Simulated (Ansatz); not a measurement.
# In2Ge: relaxation step by step

Recipe of this trial structure of In2Ge: ordered superstructure of fcc (P-3m1, No. 164) (sublattice all; occupants of the shared sites, in ratio, Ge: 1, In: 2). Lengths were set from tabulated atomic sizes, so they are only a guess.

```
CELL_PARAMETERS angstrom
3.21860 0.00000 0.00000
-1.60930 2.78739 0.00000
0.00000 0.00000 7.88393
ATOMIC_POSITIONS crystal
In 0.33333 0.66667 0.66667
In 0.66667 0.33333 0.33333
Ge 0.00000 0.00000 0.00000
```

Level of theory: DFT PBE, scalar-relativistic, plane waves, PAW (Ansatz 0.2.0). Cutoff 420 eV, Gaussian smearing, Γ-centred meshes. Cell and atoms relax first on a coarse mesh and then on a finer one. In between, the cell is made exact in the group found at 0.06 Å. In metals the finer mesh still leaves noise of several meV/atom or more. The steps can't lower the symmetry of their start. No spin polarisation.

Steps on the 18×18×6 mesh (3 atoms, 8 steps). The free energy counts from the last step; the plane-wave basis is renewed at times, which shifts energy and pressure.

| step | ΔF (meV/atom) | V (Å³/atom) | P (GPa) | largest force component (eV/Å) |
| --- | --- | --- | --- | --- |
| 1 | 12.2 | 25.00 | 0.17 | 0.138 |
| 2 | 7.0 | 24.98 | -0.05 | 0.013 |
| 3 | 7.5 | 24.65 | 0.02 | 0.278 |
| 4 | 1.1 | 24.88 | -0.20 | 0.062 |
| 5 | 0.1 | 24.60 | 0.28 | 0.003 |
| 6 | 0.0 | 24.82 | -0.11 | 0.003 |
| 7 | -0.1 | 24.75 | 0.01 | 0.000 |
| 8 | 0.0 | 24.75 | 0.01 | 0.000 |

The relaxed structure:

```cif
data_structure
_symmetry_space_group_name_H-M 'P-3m1'
_symmetry_Int_Tables_number 164
_cell_length_a 3.3270
_cell_length_b 3.3270
_cell_length_c 7.7464
_cell_angle_alpha 90.000
_cell_angle_beta 90.000
_cell_angle_gamma 120.000
_cell_volume 74.26
loop_
_atom_site_label
_atom_site_type_symbol
_atom_site_symmetry_multiplicity
_atom_site_Wyckoff_symbol
_atom_site_fract_x
_atom_site_fract_y
_atom_site_fract_z
_atom_site_occupancy
In1 In 2 d 0.33333 0.66667 0.68072 1
Ge1 Ge 1 a 0.00000 0.00000 0.00000 1
```

The symmetry stays P-3m1 (No. 164). The volume per atom grows by 5.0 %, from 23.6 to 24.8 Å³. The shortest distance goes from 3.22 Å (In–Ge, Ge–Ge and In–In) to 3.13 Å (In–Ge). In is surrounded by 3 Ge at 3.13 Å and 9 In at 3.33–3.40 Å; around Ge lie 6 In at 3.13 Å and 6 Ge at 3.33 Å.

```
Volume per atom                            : 24.75 Å³
Density                                    : 6.76 g/cm³
Formation energy                           : +0.15 eV/atom
Gap on the 18×18×6 mesh of the 3-atom cell : 0 eV (a metal)
```

Energies over the elements count from the elements' standard structures at the same level, with no fitted energy shifts.

The last run used Gaussian smearing of 0.10 eV. Symmetry constrained the relaxation, so the result can be a saddle point. In all, the 4 runs took 6.3 min on 1 thread of Intel(R) Xeon(R) Processor @ 2.50GHz (Skylake/Cascade Lake), on a shared host.
